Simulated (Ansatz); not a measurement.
## Does relaxation matter for the field gradients of SiO2?

Start: a COD entry, atoms as given.

```cif
data_SiO2
_symmetry_space_group_name_H-M 'P4_12_12'
_symmetry_Int_Tables_number 92
_cell_length_a 4.9727
_cell_length_b 4.9727
_cell_length_c 6.9257
_cell_angle_alpha 90.000
_cell_angle_beta 90.000
_cell_angle_gamma 90.000
loop_
_atom_site_label
_atom_site_type_symbol
_atom_site_symmetry_multiplicity
_atom_site_Wyckoff_symbol
_atom_site_fract_x
_atom_site_fract_y
_atom_site_fract_z
Si Si 4 a 0.3007 0.3007 0.0000
O O 8 b 0.2390 0.1041 0.1787
```

One atom of each set is listed.

Method: Kohn–Sham DFT in Ansatz, PBE, plane waves and PAW, scalar-relativistic, 420 eV cutoff, Γ-centred 6×6×5 k-points, Fermi–Dirac smearing 0.02 eV.

The largest force at the start is 0.48 eV/Å. Relaxing the ions at fixed cell moves them by 0.078 Å at most (atom 8, O) and 0.066 Å rms.

```
site  moved (Å)               first shell before                first shell after  V_zz before (10²¹ V/m²)  η before
  Si      0.034               4 O at 1.60–1.61 Å               4 O at 1.62–1.63 Å                     0.52      0.99
   O      0.078  2 Si at 1.60–1.61 Å, angle 147°  2 Si at 1.62–1.63 Å, angle 143°                     9.10      0.14
```

Task: What are V_zz and η after the relaxation?

Result: 

```json
{"site": "Si", "V_zz after": "-0.40", "η after": "0.90", "change of V_zz": "–"}
{"site": "O", "V_zz after": "9.45", "η after": "0.19", "change of V_zz": "+0.35"}
```

The largest change of V_zz along a kept axis is on O, from 9.10 to 9.45. In per cent, |V_zz| changes by +4 on O (all sites that start above 0.5, bar those whose gradient vanishes or changes sign or whose main axis turns by over 40°). On Si the largest principal value lies along another axis in the second run, so the two V_zz can't be compared directly.
